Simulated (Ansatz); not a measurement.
Bi (A7 (α-As type), R-3m) at seven volumes, r²SCAN in the plane-wave PAW code Ansatz, shape and atoms relaxed at each. One row is withheld.

| V (Å³/atom) | P (GPa) |
|---|---|
| 33.410 | 3.44 |
| 34.512 | 2.01 |
| 35.613 | 0.84 |
| 36.714 | 0.00 |
| 37.816 | -0.66 |
| 38.917 | ? |
| 40.019 | -1.37 |

Q: Fit the shown pressures and predict the withheld one.

A: P = (3/2)B₀(x^(7/2) − x^(5/2))[1 + (3/4)(B′ − 4)(x − 1)] with x = (V₀/V)^(2/3). Least squares on the six rows gives V₀ = 36.708 Å³/atom, B₀ = 24.3 GPa, B′ = 9.17. At V = 38.917, x = 0.9618 and P = -1.08 GPa. The run itself gave -1.09 GPa.

Symmetry was held in the r²SCAN relaxation; of distortions, only those at the zone centre were tested. Scalar-relativistic: spin–orbit coupling is off unless named, which matters more the heavier the elements.

Potentials: the later of the program's two PAW sets.
